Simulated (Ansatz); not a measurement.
HgTe (zinc blende, space group No. 216) under volume change, plane-wave PAW PBE (Ansatz code), scaled uniformly.

```
V (Å³/atom)  E − E(relaxed) (meV/atom)  P (GPa)
-----------  -------------------------  -------
33.462                            38.6     4.12
34.565                            16.1     2.48
35.668                             3.8     1.13
36.771                             0.0     0.00
37.874                             3.3    -0.94
38.977                            12.5    -1.71
40.081                            26.6    -2.35
```

Q: What does a third-order Birch–Murnaghan fit give for V₀, B₀ and B′?

A: V₀ = 36.77 Å³/atom, B₀ = 34.2 GPa, B′ = 5.2.

Space group F-43m (zinc blende). Symmetry was held in the PBE relaxation. Scalar-relativistic: spin–orbit coupling is off unless named, which matters more the heavier the elements.

Potentials: the later of the program's two PAW sets.
